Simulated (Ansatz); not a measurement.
AgI:
```
CELL_PARAMETERS angstrom
      4.42024     0.00000     0.00000
     -2.21012     3.82804     0.00000
      0.00000     0.00000     6.40623
ATOMIC_POSITIONS crystal
  Ag 0.00000 0.00000 0.00000
  Ag 0.00000 0.00000 0.50000
  I  0.33333 0.66667 0.25000
  I  0.66667 0.33333 0.75000
```

Relaxed with PBEsol. Special points in fractions of this cell's reciprocal vectors: Γ (0.000, 0.000, 0.000); M (0.500, 0.000, 0.000); K (0.333, 0.333, 0.000); A (0.000, 0.000, 0.500); L (0.500, 0.000, 0.500); H (0.333, 0.333, 0.500).

Task: List the band energies nearest the valence-band maximum at these points for DFT-PBEsol in the program Ansatz with PAW potentials.

Result: In eV from the valence-band maximum; about four levels below and three above (degenerate sets whole), none deeper than 8.9 eV; points with the same levels are listed once.

```csv
k,below,above
Γ,-1.74 -1.74 -0.99 -0.17 -0.17,0.66 2.53 5.23 5.23
M,-2.90 -2.82 -0.81 0.00,2.85 3.09 3.40
K,-1.77 -1.77 -1.73 -1.73,1.69 4.27 6.16
A,-0.75 -0.75 -0.75 -0.75,2.66 2.66 5.64 5.64 5.64 5.64
L,-1.38 -1.38 -1.12 -1.12,2.18 2.18 5.71 5.71
H,-2.67 -2.67 -0.09 -0.09,3.58 3.58 4.40 4.40
```

Space group P6_3/mmc (NiAs type). The start of the workflow was typed in or built on a structure type; neither database checked (COD, Materials Project) lists it. It is not the phase usual at ambient conditions (space group No. 186, 216). The cell was relaxed with PBEsol under the symmetry of its start; of distortions, only those at the zone centre were tested. The run is not spin-polarised. Spin–orbit coupling is left out wherever it is not named.

Potentials: the later of the program's two PAW sets.
